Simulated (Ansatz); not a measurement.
Te:
```cif
data_Te6
_chemical_formula_sum 'Te6'
_space_group_name_H-M_alt 'C2/m'
_space_group_IT_number 12
_space_group_name_Hall '-C 2y'
_cell_length_a 7.63987
_cell_length_b 4.30077
_cell_length_c 5.97827
_cell_angle_alpha 90.000
_cell_angle_beta 90.947
_cell_angle_gamma 90.000
loop_
_atom_site_label
_atom_site_type_symbol
_atom_site_symmetry_multiplicity
_atom_site_Wyckoff_symbol
_atom_site_fract_x
_atom_site_fract_y
_atom_site_fract_z
_atom_site_occupancy
Te1 Te 4 i 0.30938 0.00000 0.33881 1
Te2 Te 2 a 0.00000 0.00000 0.00000 1
```
(The calculation used a cell of 3 atoms; values per cell refer to that cell.)

This is the r²SCAN-relaxed structure.

### Question
All from r²SCAN (plane waves, PAW; program Ansatz), unless another level is named. Estimate the electronic character.

### Answer
metallic (no gap).

### Question
Predict the density of states at the Fermi level.

### Answer
0.05 states/eV per atom (mean over ±0.08 eV).

### Question
Give the gap with spin–orbit coupling.

### Answer
none (metallic).

The workflow started from a Materials Project entry (that database holds measured and hypothetical structures alike); the Crystallography Open Database copy checked does not list it. It is not the phase usual at ambient conditions (space group No. 152). Symmetry was held in the r²SCAN relaxation. At this level the phase is dynamically unstable (imaginary phonons). Spin–orbit coupling is left out wherever it is not named.

Potentials: the later of the program's two PAW sets.
